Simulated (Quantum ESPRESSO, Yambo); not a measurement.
**Levels of theory for the gap of CaV$_{2}$O$_{6}$**

CaV2O6 (space group C2/m, No. 12): one geometry, one set of norm-conserving PBEsol (Quantum ESPRESSO, 84 Ry, without SOC) orbitals, self-energies from Yambo (4×4×2 Γ-centred k mesh, bands 3 to 196 and a 7 Ry block in the screening, 196 bands in G with the Bruneval-Gonze terminator, plasmon pole fitted at 27.2 eV).

The geometry is that of Materials Project entry mp-27624, symmetrised and not relaxed again.

| level | gap (-0.5, -0.5, 0) → (-0.5, -0.5, 0) (eV) | rough Yambo cost |
|---|---|---|
| PBEsol (Quantum ESPRESSO) | 2.76 | – |
| exchange only (Hartree-Fock self-energy on PBEsol orbitals) | 15.14 | about 1/50 (12 states) |
| static COHSEX@PBEsol | 5.87 | within a factor of two (2 states) |
| G0W0@PBEsol, plasmon pole | 5.06 | 1 (12 states) |

Bare exchange has no screening and gives the widest gap; static COHSEX screens it but leaves out the frequency dependence, which G0W0 restores.

Costs are rough ratios of core time on shared machines.

Convergence of the G0W0 settings was not tested.

The 3d shell has no Hubbard U; the runs are without spin polarisation, and magnetic order was not tried.

The structure is a Materials Project entry; no match was found in the copy of COD used, and its stability was not checked.
